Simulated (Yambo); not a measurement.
Absorption of a free-standing SnS2 monolayer (symmetry P-3m1, slab cell 15.9 Å high) with and without the electron-hole interaction (Yambo, PBE bands; 18×18×1 mesh, 5 valence and 4 conduction bands, static screening with 52 bands and a 3 Ry block, scissor 1.56 eV, Tamm-Dancoff, stochastic integration of W near q = 0; field along x).

```
E (eV)  Im α, BSE (Å)  Im α, independent quasiparticles (Å)
------  -------------  ------------------------------------
1.45             0.08                                  0.03
1.55             0.08                                  0.04
1.65             0.09                                  0.04
1.75             0.10                                  0.04
1.85             0.11                                  0.04
1.95             0.12                                  0.04
2.05             0.13                                  0.05
2.15             0.15                                  0.05
2.25             0.17                                  0.05
2.35             0.19                                  0.06
2.45             0.23                                  0.06
2.55             0.29                                  0.06
2.65             0.41                                  0.07
2.75             0.67                                  0.07
2.85             0.88                                  0.08
2.95             1.12                                  0.09
3.05             1.19                                  0.10
3.15             1.17                                  0.11
3.25             1.48                                  0.13
3.35             2.56                                  0.17
3.45             4.38                                  0.23
3.55             5.00                                  0.33
3.65             4.15                                  0.43
3.75             5.46                                  0.53
3.85             6.68                                  0.64
3.95             5.44                                  0.68
4.05             6.16                                  0.87
4.15             6.96                                  1.07
4.25             10.7                                  1.04
4.35             16.4                                  1.35
4.45             11.3                                  1.80
4.55             6.17                                  1.94
4.65             5.64                                  2.58
4.75             6.17                                  2.73
4.85             4.52                                  2.63
4.95             3.49                                  2.72
5.05             3.96                                  2.92
5.15             4.32                                  3.00
5.25             5.91                                  3.88
5.35             8.81                                  5.29
5.45             8.60                                  6.43
5.55             9.58                                  8.26
5.65             5.43                                  9.19
5.75             3.32                                  6.90
5.85             2.60                                  5.41
5.95             2.69                                  4.41
6.05             2.66                                  4.76
6.15             3.01                                  4.86
6.25             3.15                                  5.67
6.35             2.96                                  5.04
6.45             3.36                                  5.49
6.55             3.50                                  6.28
6.65             3.45                                  8.03
6.75             3.33                                  7.26
6.85             2.76                                  8.57
6.95             3.17                                  6.79
7.05             3.98                                  5.32
7.15             3.24                                  5.10
7.25             2.13                                  4.99
7.35             1.68                                  5.18
7.45             1.34                                  5.40
7.55             1.19                                  4.99
7.65             1.41                                  4.56
7.75             1.48                                  3.62
7.85             1.28                                  3.50
7.95             1.09                                  4.49
8.05             1.02                                  5.04
8.15             0.93                                  4.62
8.25             0.78                                  4.46
8.35             0.78                                  4.11
```

The scissor comes from a G0W0 run whose convergence isn't established. Broadening 0.1 eV. The band window holds all transitions up to 8.5 eV. Fine structure above the onset can come from the mesh.

Spin-orbit splittings are left out.

Geometry relaxed with PBE+D3(BJ); primitive cell a = b = 3.665 Å, c = 15.900 Å, α = β = 90.00°, γ = 120.00°.

The potentials are those of PseudoDojo's stringent table.
